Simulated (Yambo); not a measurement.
A G0W0@PBEsol run in Yambo for Na3BrO (anti-perovskite, space group Pm-3m, No. 221) (2×2×2 Γ-centred k mesh, bands 7 to 276 and a 7 Ry block in the screening, 276 bands in G with the Bruneval-Gonze terminator, plasmon pole fitted at 27.2 eV) gives these matrix elements, in eV, at the band edges (Γ → Γ):

```tsv
state	E0	<Vxc>	<Σx>	<Σc(E0)>	Z
valence edge	0.000	-17.831	-23.171	4.098	0.753
conduction edge	1.941	-8.396	-4.401	-3.252	0.837
```

**Question.** Solve the linearised quasiparticle equation for both states, give the gap, and say how exchange and correlation each act on it.

**Answer.** E = E0 + Z(Σx + Σc − Vxc). Valence: 0.000 + 0.753 × (-23.171 + (4.098) − (-17.831)) = -0.93 eV. Conduction: 1.941 + 0.837 × (-4.401 + (-3.252) − (-8.396)) = 2.56 eV. The gap is 3.50 eV, against 1.94 eV in PBEsol. Replacing Vxc by bare exchange alone would open it by 9.34 eV; correlation takes back 7.35 eV of that, and Z scales what is left. Nearest settings tried, and what they do to the gap: 180 bands in W, 180 bands in G: +10 meV; 6 Ry block (179 vectors against 251): -41 meV. Not varied: mesh. So the settings aren't converged at that level. The k mesh is coarse. The cell is held in this high symmetry; tilts and polar distortions were not searched.

Spin-orbit coupling is included.

Geometry of the Materials Project entry, not relaxed at this level; primitive cell a = b = c = 4.5331 Å, α = β = γ = 90.00°.

The structure is a Materials Project entry; no match was found in the copy of COD used, and its stability was not checked.
